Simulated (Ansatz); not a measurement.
A sound run on TiAu (P-6m2), free moments from the typed start (DFT, r2SCAN, PAW with Ansatz's default frozen-core files, scalar-relativistic in Ansatz):

```yaml
crystal:
  lattice:
    - [2.9864759274, 0.0, 0.0]
    - [-1.4932379637, 2.5863640209, 0.0]
    - [0.0, 0.0, 4.554018]
  atoms:
    - { symbol: Ti, position: [0.0, 0.0, 0.0], spin: 1.0 }
    - { symbol: Au, position: [0.3333333333, 0.6666666667, 0.5] }
magnetization:
  spin_polarized: true
kpoints:
  mp_grid: { grid: [13, 13, 7] }
scf:
  occupations: { method: fermi_dirac, width: 0.05 }
  lower_state_search: "off"
hamiltonian:
  xc: r2scan
  pseudopotentials: { kind: paw }
output:
  forces: true
  stress: true
  eigenvalues: true
  populations: true
  dos: { projected: true, de: 0.1, e_range: [-8, 5] }
  write_density: true
  write_potential: true
  elf: true
  volumetric_format: npy
```

It converged in 15 iterations. Site moments (μB): Ti1 0.71, Au2 0.01. Cell moment 0.96 μB. Pressure -2.80 GPa.

The input is then changed, output keys apart:

```diff
-  lower_state_search: "off"
+  lower_state_search: light
```

Question: What happens?

Answer: The calculation finished and met its thresholds. Free energy -15668.2518 eV against -15668.2518 eV, cell moment 0.96 μB, pressure -2.80 GPa. The change did no harm here: the energy is that of the sound run to 1 meV per atom.
```
Engine: ansatz 0.2.0
Pseudopotentials: kind: paw
Pseudopotential: Ti, paw, valence charge 12, recommended cutoff 500 eV (meta_gga), Ti.paw.azcp
Pseudopotential: Au, paw, valence charge 19, recommended cutoff 500 eV (meta_gga), Au.paw.azcp
Functional definition: r2SCAN
  parameter k0 = 0.174
  parameter k1 = 0.065
  parameter a1 = 4.9479
  exchange = r2scan_x(k0 = k0, k1 = k1, a1 = a1)
  correlation = r2scan_c
Crystal: 2 atoms, lattice volume = 35.176 Å³
Basis set: ecut = 500 eV, 905 PW (Γ), exchange–correlation on 96×96×144 points (64 copies of the dense FFT grid, shifted against one another)
Bands: 20, of which v1, the nominal top of the filled ones, is band 16 counted from 1 (15 counted from 0)
Symmetry: 12 space group operations
Space group: P-6m2 (ITA 187), of the structure as read, at distance tolerance 3.3e-5 Å
Magnetic group: BNS 187.209 (UNI 1439), of the structure as read, at distance tolerance 3.3e-5 Å
k-points: 84 of 1183 (time reversal used)
Non-local potential: Ti, projectors of the file, l = 0: 3, l = 1: 2, l = 2: 3, l = 3: 1
Non-local potential: Au, projectors of the file, l = 0: 3, l = 1: 2, l = 2: 2, l = 3: 1
PAW form: soft (Blöchl's): semilocal exchange-correlation on the pseudo side does not see the compensation charge
PAW frozen core: Ti, regenerated for the run's functional (the file was generated under x = pbe(κ = 0.804, μ = 0.2195149727645171), c = pbe(β = 0.06672455060314922))
PAW frozen core: Au, regenerated for the run's functional (the file was generated under x = pbe(κ = 0.804, μ = 0.2195149727645171), c = pbe(β = 0.06672455060314922))
[...]
  E_closure    = 0.000000  (closes the sum)
  Σ components = -15668.251790   (vs F -15668.251790, Δ=0.00e0)
--- Forces (eV/Å), atoms counted from 1 ---
  atom   1  Ti     0.00000000     0.00000000     0.00000000
  atom   2  Au     0.00000000     0.00000000     0.00000000
  max |Σ_I F_I| component: 1.11e-16 eV/Å
--- Stress (GPa, compression-positive) ---
       -2.063942      -0.000000       0.000000
        0.000000      -2.063942       0.000000
        0.000000       0.000000      -4.267838
  P = ⅓ Tr σ = -2.7986 GPa (-27.986 kbar)
--- Band table (eV; the first three rows and the last of 168) ---
  k-point 0 ↑: bands = ["-91.5397", "-43.2252", "-42.4245", "-42.2712", "-42.2712", "-18.4147", "-18.1873", "-18.1873", "7.6221", "10.1861", "11.7096", "11.7096", "12.7009", "12.7009", "15.2025", "16.6183", "17.0474", "17.0474", "18.7513", "18.7513"]
  k-point 1 ↑: bands = ["-91.5397", "-43.2275", "-42.4220", "-42.2712", "-42.2712", "-18.4171", "-18.1873", "-18.1873", "7.7784", "10.2488", "11.6974", "11.6974", "12.6934", "12.6934", "14.6227", "16.4892", "17.0914", "17.0914", "18.7558", "18.7558"]
  k-point 2 ↑: bands = ["-91.5397", "-43.2325", "-42.4164", "-42.2712", "-42.2712", "-18.4224", "-18.1874", "-18.1874", "8.1786", "10.4638", "11.6724", "11.6724", "12.6728", "12.6728", "13.3130", "16.3302", "17.2045", "17.2045", "18.7512", "18.7512"]
  k-point 83 ↓: bands = ["-91.5264", "-42.3998", "-42.3618", "-42.3452", "-42.3329", "-17.7244", "-17.5806", "-17.5185", "10.9761", "11.3708", "11.4221", "11.6777", "11.8868", "16.0768", "16.1374", "16.7809", "17.9530", "19.2997", "20.7705", "22.1034"]
--- Löwdin populations: 2 sites ---
  site symbol       q [e]    m [muB]
     0     Ti     11.8395     0.9216
     1     Au     18.7844    -0.0201
  spilling = 0.012133 (of n_electrons = 31.000000)
```
